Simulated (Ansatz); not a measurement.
Ba2SO as one 4-atom ordering (P4/mmm) on the rocksalt lattice, relaxed with r2SCAN, was run in the plane-wave code Ansatz under altered settings. All numbers are computed, without spin polarisation but where a row says otherwise.

```yaml
crystal:
  lattice:
    - [4.29302, 0.00000, 0.00000]
    - [0.00000, 4.29302, 0.00000]
    - [0.00000, 0.00000, 6.07753]
  atoms:
    - { symbol: O, position: [0.00000, 0.00000, 0.00000] }
    - { symbol: Ba, position: [0.00000, 0.00000, 0.50000] }
    - { symbol: S, position: [0.50000, 0.50000, 0.50000] }
    - { symbol: Ba, position: [0.50000, 0.50000, 0.00000] }
```

The base run's other keys:
```yaml
kpoints:
  mp_grid: { grid: [4, 4, 2] }
hamiltonian:
  xc: hse06
scf:
  occupations: { method: fixed }
  n_extra_bands: 5
```

It takes 14 iterations with 2173 plane waves at 420 eV and 12 k points, and leaves a mean stress of -0.10 GPa. The gap over this mesh is 2.742 eV. It ran on 4 threads of Arm Neoverse N1, with other jobs on the host.

Outcomes, with energy and stress as changes against the base:
```tsv
setting	outcome	ΔF (meV/atom)	Δ mean stress (GPa)	gap on the mesh (eV)	iterations	wall time
PBE hybrid, exx coeff 0.2, omega 0.1 1/Å	converged	–	+0.1	2.781	14	28 s
PBE hybrid, exx coeff 0.4, omega 0.3 1/Å	converged	–	-0.4	3.094	16	29 s
PBE hybrid, exx coeff 1.5, omega 0.2078 1/Å	refused	–	–	–	–	0.04 s
basis.xc_grid: 3	converged	0.0	0.0	2.742	14	28 s
```
A dash marks a value that wasn't obtained or can't be compared. Stress is positive in compression. The base took 29 s. The base's mesh is coarse for a hybrid, so its own values aren't converged.

- PBE hybrid, exx coeff 0.2, omega 0.1 1/Å. That is 20 % exact exchange, screened with ω = 0.1 1/Å, against HSE06's 25 % screened at 0.208 1/Å. The mean stress moves by +0.1 GPa and the gap on the mesh by +0.039 eV (to 2.781). Totals of different functionals aren't comparable. The program warns that on this mesh the truncation of the exchange isn't bounded, so part of the change can be an error of the mesh.
- PBE hybrid, exx coeff 0.4, omega 0.3 1/Å. That is 40 % exact exchange, screened with ω = 0.3 1/Å, against HSE06's 25 % screened at 0.208 1/Å. The mean stress moves by -0.4 GPa and the gap on the mesh by +0.352 eV (to 3.094). Totals of different functionals aren't comparable.
- PBE hybrid, exx coeff 1.5, omega 0.2078 1/Å. It is rejected at once. Error: invalid value for `hamiltonian.xc.exx.coeff`: must be finite and in (0, 1]; got 1.5

Within 1 meV an atom, 0.1 GPa and 0.005 eV of the base stay: basis.xc_grid: 3.

The runs are scalar-relativistic, without spin-orbit coupling.

The stress of a hybrid is loosely converged in these runs.

The meshes of the hybrids are coarse, so their gaps aren't converged to the digits shown.
